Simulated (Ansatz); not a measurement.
# In₂SbO₆ in Ansatz, relaxation

The input file (Ansatz 0.2.0, plane waves):

```yaml
crystal:
  lattice:
    - [0.0, 3.983364, 0.0]
    - [6.711244, -1.991682, 0.0]
    - [1.252003, 0.0, -4.960609]
  atoms:
    - { symbol: O, position: [0.4171, 0.8342, 0.8339] }
    - { symbol: O, position: [0.5829, 0.1658, 0.1661] }
    - { symbol: O, position: [0.6963, 0.3926, 0.5987] }
    - { symbol: O, position: [0.3037, 0.6074, 0.4013] }
    - { symbol: Sb, position: [0.5, 0.0, 0.5] }
    - { symbol: O, position: [0.9309, 0.8618, 0.3798] }
    - { symbol: O, position: [0.0691, 0.1382, 0.6202] }
    - { symbol: In, position: [0.80844, 0.61688, 0.24275] }
    - { symbol: In, position: [0.19156, 0.38312, 0.75725] }
  symmetry: { tolerance: 0.0003 }
kpoints:
  mp_grid: { grid: [5, 5, 4], shift: [0, 0, 0] }
magnetization:
  spin_polarized: false
scf:
  occupations: { method: fermi_dirac }
  lower_state_search: "off"
hamiltonian:
  pseudopotentials: { kind: paw }
  xc: pbe
basis:
  ecutwfc: 420
  fft_grid_basis: typed
relax:
  max_steps: 40
output:
  forces: true
  stress: true
  eigenvalues: true
  populations: true
  elf: true
  write_potential: true
  volumetric_format: npy
  dos:
    e_range: [-12, 8]
    de: 0.05
    projected: { site_lists: { In: [In], O: [O], Sb: [Sb] } }
  bader: false
checkpoint:
  read: saved_state
```

The command:

```bash
ansatz run input.yaml --threads 2 --pin off --max-ram 3584MiB --backend cpu --events-out ev --progress --plain --runs-dir out
```

Origin of the cell: a known structure type with other elements, at an estimated volume, so it need not be a known compound.

The smearing width isn't typed, so it takes its default of 0.1 eV.

The saved state is a converged single point of the same cell.

Steps:

| step | ΔF (meV/atom) | max force component (eV/Å) | SCF iterations | step was |
| --- | --- | --- | --- | --- |
| 1 | 0.0 | 3.093 | 7 | accepted |
| 2 | -149.5 | 1.204 | 7 | accepted |
| 3 | -217.2 | 0.382 | 7 | accepted |
| 4 | -251.4 | 0.352 | 7 | accepted |
| 5 | -266.6 | 0.533 | 6 | accepted |
| 6 | -280.1 | 0.595 | 6 | accepted |
| 7 | -290.1 | 0.090 | 7 | accepted |
| 8 | -290.3 | 0.024 | 6 | accepted |
| 9 | -290.4 | 0.010 | 7 | accepted |
| 10 | -290.4 | 0.014 | 6 | accepted |
| 11 | -290.4 | 0.002 | 6 | accepted |

The starting structure.

Space group C2/m (No. 12); the run's cell has a = 3.983 Å, b = 7.001 Å, c = 5.116 Å, α = 76.43°, β = 90.00°, γ = 106.53°. Shortest distances: O–Sb 1.80 Å, In–O 1.94 Å, O–O 2.46 Å, In–In 3.37 Å.

After:

Space group C2/m (No. 12); the run's cell has a = 3.983 Å, b = 7.001 Å, c = 5.116 Å, α = 76.43°, β = 90.00°, γ = 106.53°. Shortest distances: O–Sb 1.90 Å, In–O 2.07 Å, O–O 2.51 Å, In–In 3.36 Å.

```xyz
9
Lattice="0.0000 3.9834 0.0000 6.7112 -1.9917 0.0000 1.2520 0.0000 -4.9606" Properties=species:S:1:pos:R:3 pbc="T T T"
O     6.0632    0.0000   -3.8923
O     1.9000    1.9917   -1.0683
O     4.0862    1.9917   -3.5029
O     3.8771    0.0000   -1.4577
Sb    0.6260    1.9917   -2.4803
O     6.4520    1.9917   -1.5874
O     1.5113    0.0000   -3.3732
In    4.3587    1.9917   -1.1821
In    3.6046    0.0000   -3.7785
```

* Free energy lowered by: 290.4 meV/atom
* Final pressure: -6.79 GPa
* Relaxation steps listed: 11

Caveats: no moments, though an odd count or open d shells may carry them; no spin-orbit coupling, though heavy elements are present; the SCF threshold is looser than advised for a stress; the k mesh is coarse if the cell is a metal; the relaxation held the start's symmetry, so the end may be a saddle point.

It ran for 48 s on 2 threads of Intel(R) Xeon(R) Platinum 8559C (Emerald Rapids) (shared host), peak memory 0.59 GiB, from a saved density.
